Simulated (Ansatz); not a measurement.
Cu:
```
CELL_PARAMETERS angstrom
      0.00000     1.81397     1.81397
      1.81397     0.00000     1.81397
      1.81397     1.81397     0.00000
ATOMIC_POSITIONS crystal
  Cu 0.00000 0.00000 0.00000
```

Relaxed with PBE. Special points in fractions of this cell's reciprocal vectors: Γ (0.000, 0.000, 0.000); X (0.500, 0.000, 0.500); U (0.625, 0.250, 0.625); K (0.375, 0.375, 0.750); L (0.500, 0.500, 0.500); W (0.500, 0.250, 0.750).

### Question
List the band energies nearest the Fermi level at these points for DFT-PBE in the program Ansatz with PAW potentials.

### Answer
In eV from the Fermi level; about four levels below and three above (degenerate sets whole), none deeper than 8.9 eV; … stands for higher levels left out; points with the same levels are listed once.

```csv
k,below,above
Γ,-3.03 -3.03 -3.03 -2.21 -2.21,22.47 …
X,-4.42 -1.67 -1.50 -1.50,1.40 6.96 …
U,-4.07 -2.78 -2.08 -1.70,4.22 5.61 …
L,-3.07 -3.07 -1.65 -1.65 -1.08,3.63 …
W,-3.54 -3.54 -2.26 -1.50,6.08 6.08 …
```

Space group Fm-3m (fcc (Cu type)). Symmetry was held in the PBE relaxation. The run is not spin-polarised.

Potentials: the earlier of the program's two PAW sets.
